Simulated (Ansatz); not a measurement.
OsC:
```xyz
2
Lattice="2.9168 0.0000 0.0000 -1.4584 2.5260 0.0000 0.0000 0.0000 2.7062" Properties=species:S:1:pos:R:3 pbc="T T T"
Os     0.0000     0.0000     0.0000
C      1.4584     0.8420     1.3531
```

Relaxed with PBEsol. Special points in fractions of this cell's reciprocal vectors: Γ (0.000, 0.000, 0.000); M (0.500, 0.000, 0.000); K (0.333, 0.333, 0.000); A (0.000, 0.000, 0.500); L (0.500, 0.000, 0.500); H (0.333, 0.333, 0.500).

List the band energies nearest the Fermi level at these points for the program Ansatz at the PBEsol with spin–orbit coupling level (PAW).

In eV from the Fermi level; about four levels below and three above (degenerate sets whole), none deeper than 8.9 eV; points with the same levels are listed once.

```
k                    below                above
-  -----------------------  -------------------
Γ  -1.02 -1.02 -0.52 -0.52  3.03 3.03 3.18 3.18
M  -3.16 -3.16 -1.39 -1.39  0.20 0.20 0.90 0.90
K  -1.83 -1.83 -1.66 -0.22       0.53 5.63 5.96
A  -4.09 -4.09 -3.37 -3.37  0.84 0.84 1.80 1.80
L  -6.55 -6.55 -2.31 -2.31  0.04 0.04 1.07 1.07
H  -4.28 -4.05 -3.75 -3.19       0.22 0.34 2.48
```

Space group P-6m2. The cell is a constructed one: a structure type filled with these elements; neither database checked (COD, Materials Project) lists it. Its standing as an ambient phase is unchecked. The cell was relaxed with PBEsol under the symmetry of its start; whether a distortion lowers the energy is not shown. The run is not spin-polarised.

Potentials: the earlier of the program's two PAW sets. The files were generated under PBE; for other functionals the program regenerates the frozen cores, and for LDA and PBEsol the local potential too.
